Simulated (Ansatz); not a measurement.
Level of theory: DFT PBE, scalar-relativistic, plane waves, PAW (Ansatz 0.2.0). All cells share a 420 eV cutoff and Γ-centred k meshes spaced at most about 0.3 Å⁻¹ (2π included). No spin polarisation in the final relaxations.

All energies are static (0 K, no zero-point motion).

Two relaxed structures of MgCd₂S₃:

A.

Space group P3m1 (No. 156). a = 4.139 Å, b = 4.139 Å, c = 10.121 Å, α = 90.00°, β = 90.00°, γ = 120.00°
```json
{"atom": "Mg", "site": "1a", "symmetry": "3m.", "x": "0.0000", "y": "0.0000", "z": "0.3313"}
{"atom": "Cd", "site": "1b", "symmetry": "3m.", "x": "0.3333", "y": "0.6667", "z": "0.0053"}
{"atom": "Cd", "site": "1c", "symmetry": "3m.", "x": "0.6667", "y": "0.3333", "z": "0.6633"}
{"atom": "S", "site": "1c", "symmetry": "3m.", "x": "0.6667", "y": "0.3333", "z": "0.9164"}
{"atom": "S", "site": "1a", "symmetry": "3m.", "x": "0.0000", "y": "0.0000", "z": "0.5748"}
{"atom": "S", "site": "1b", "symmetry": "3m.", "x": "0.3333", "y": "0.6667", "z": "0.2590"}
```

B.

Space group I4/mmm (No. 139). a = 3.831 Å, b = 3.831 Å, c = 16.277 Å, α = 90.00°, β = 90.00°, γ = 90.00°
| atom | site | symmetry | x | y | z |
| --- | --- | --- | --- | --- | --- |
| Mg | 2a | 4/mmm | 0.0000 | 0.0000 | 0.0000 |
| Cd | 4e | 4mm | 0.5000 | 0.5000 | 0.1664 |
| S | 4e | 4mm | 0.5000 | 0.5000 | 0.3368 |
| S | 2b | 4/mmm | 0.5000 | 0.5000 | 0.0000 |

Problem. Which would you expect to be lower, and how large is the difference?

Solution. A is lower, by 101 meV/atom. A has Mg and Cd ordered on zinc blende sites, space group P3m1 (No. 156), 25.0 Å³/atom and a gap of 1.53 eV on its mesh; B has Mg and Cd ordered on rock salt sites, space group I4/mmm (No. 139), 19.9 Å³/atom and a gap of 0.64 eV. Counting S atoms around Cd and Mg (those within 1.25 times the shortest such distance or 1.15 times the sum of covalent radii, 1.27 where that leaves under three), A has Mg 4, Cd 4 and B has Mg 6, Cd 6. The lower one is the more open, so pressure narrows the difference. In A, Mg is surrounded by 4 S at 2.46–2.50 Å; around Cd on its first site lie 4 S at 2.55–2.57 Å; S on its first site has 4 Cd at 2.55–2.56 Å; 3 more sites not described. In B, Mg has 6 S at 2.66–2.71 Å; Cd has 6 S at 2.71–2.77 Å; S on a site of symmetry 4mm is surrounded by 1 Mg at 2.66 Å and 5 Cd at 2.71–2.77 Å; 1 more site not described. Both come from invented guesses.

Kohn–Sham gaps at this level usually fall short of measured ones. With atoms moved at random, P3m1 came back. Other cells relaxed within their symmetry can be saddle points.
